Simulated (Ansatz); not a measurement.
An element in the fcc structure gives these cold pressures by all-electron LAPW under LDA (Ansatz 0.2.0, scalar-relativistic, no spin polarisation).

```json
{"V (Å³/atom)": "15.80", "P (GPa)": "0.04"}
{"V (Å³/atom)": "13.90", "P (GPa)": "14.41"}
{"V (Å³/atom)": "12.32", "P (GPa)": "36.3"}
{"V (Å³/atom)": "10.74", "P (GPa)": "75.0"}
{"V (Å³/atom)": "9.16", "P (GPa)": "146.0"}
{"V (Å³/atom)": "7.90", "P (GPa)": "248.7"}
{"V (Å³/atom)": "6.79", "P (GPa)": "405.5"}
```

(1) Which element is it?

Results:

(1) Al. Its zero-pressure volume in this structure is near 15.8 Å³/atom; the volume and the steepness of P(V) together point to it, though neighbours can come close. Neighbours weren't tried against these numbers.
